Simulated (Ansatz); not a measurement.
SnO (litharge type, space group P4/nmm)

```
CELL_PARAMETERS angstrom
      3.79339     0.00000     0.00000
      0.00000     3.79339     0.00000
      0.00000     0.00000     4.76431
ATOMIC_POSITIONS crystal
  Sn 0.50000 0.00000 0.24059
  Sn 0.00000 0.50000 0.75941
  O  0.00000 0.00000 0.00000
  O  0.50000 0.50000 0.00000
```

Grid over V/V₀ and (c/a)/(c/a)₀, subscript 0 meaning the relaxed cell; the conventional c axis lies along z; no internal relaxation.

Level of theory: r2SCAN+rVV10 (plane waves to 500 eV, PAW, scalar-relativistic; Ansatz, an electronic-structure program). k mesh 9×9×7 (Γ-centred), Fermi-Dirac smearing 0.05 eV. Compression counts positive. As the atoms are clamped, bonds stretch with the cell, which overstates energies and stresses. With partly filled bands, the response to shear is sensitive to the k mesh, so small differences along c/a are uncertain. At this level the bands of SnO touch or barely overlap; measurements give the solid a gap. SnO was relaxed with its symmetry unable to fall. The last digit holds for this mesh only.

Changes of σzz (GPa) from the point V/V₀ = 1.000, (c/a)/(c/a)₀ = 1.000 when one coordinate moves alone (two changes are said to add if the coupling is within 5 % of the smaller one, nearly so within 20 %):

| point | change |
|---|---|
| V/V₀ = 1.000, (c/a)/(c/a)₀ = 0.880 | 3.76 |
| V/V₀ = 1.000, (c/a)/(c/a)₀ = 0.920 | 2.74 |
| V/V₀ = 1.000, (c/a)/(c/a)₀ = 0.960 | 1.47 |
| V/V₀ = 0.960, (c/a)/(c/a)₀ = 1.000 | 3.84 |
| V/V₀ = 0.973, (c/a)/(c/a)₀ = 1.000 | 2.47 |
| V/V₀ = 0.987, (c/a)/(c/a)₀ = 1.000 | 1.19 |
| V/V₀ = 1.013, (c/a)/(c/a)₀ = 1.000 | -1.11 |
| V/V₀ = 1.027, (c/a)/(c/a)₀ = 1.000 | -2.15 |
| V/V₀ = 1.040, (c/a)/(c/a)₀ = 1.000 | -3.13 |
| V/V₀ = 1.000, (c/a)/(c/a)₀ = 1.040 | -1.65 |
| V/V₀ = 1.000, (c/a)/(c/a)₀ = 1.080 | -3.50 |
| V/V₀ = 1.000, (c/a)/(c/a)₀ = 1.120 | -5.51 |

Q: What is the change at V/V₀ = 1.027, (c/a)/(c/a)₀ = 0.920, where both move, and how far is it from the sum?

A: The sum of the single changes is -2.15 + (2.74) = 0.59; the calculation gives 0.66, so they add (within 5 % of the smaller single change).

Q: Do the two effects add at V/V₀ = 1.027, (c/a)/(c/a)₀ = 1.040? Give the computed change.

A: The sum of the single changes is -2.15 + (-1.65) = -3.80; the calculation gives -3.83, so they add (within 5 % of the smaller single change).

Q: What is the change at V/V₀ = 0.960, (c/a)/(c/a)₀ = 0.920, where both move, and how far is it from the sum?

A: The sum of the single changes is 3.84 + (2.74) = 6.58; the calculation gives 6.43, so the coupling contributes -0.15 (under 20 % of the smaller single change, nearly additive).

(A scan under strain: stresses follow from slopes of the energy per volume, elastic moduli from its curvatures.)
